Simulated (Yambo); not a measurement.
G0W0@PBEsol for Cs$_{2}$PdBr$_{6}$ (space group Fm-3m, No. 225) in Yambo. Reference settings: 2×2×2 Γ-centred k mesh, bands 5 to 320 and a 6 Ry block in the screening, 320 bands in G with the Bruneval-Gonze terminator, plasmon pole fitted at 27.2 eV. The PBEsol gap Γ → X on this mesh is 0.64 eV; G0W0 gaps are taken between the same points.

With and without the terminator, as bands are cut:

| bands in G (in W) | gap, terminator (eV) | gap, none (eV) | valence shift, terminator (eV) | valence shift, none (eV) |
|---|---|---|---|---|
| 121 (320) | 2.291 | 2.269 | -0.824 | -0.254 |
| 207 (320) | 2.335 | 2.382 | -0.912 | -0.621 |
| 320 (320) | 2.347 | 2.402 | -0.952 | -0.811 |

Over this range the gap spans 0.056 eV with the terminator and 0.133 eV without, the valence shift 0.128 eV and 0.557 eV. Neither column has reached its limit for certain.

Spin-orbit coupling is not included.

Geometry of the Materials Project entry, not relaxed at this level; primitive cell a = b = c = 7.6058 Å, α = β = γ = 60.00°.

The structure is a Materials Project entry; no match was found in the copy of COD used, and its stability was not checked.

A shift is the quasiparticle energy of the state minus its PBEsol energy.
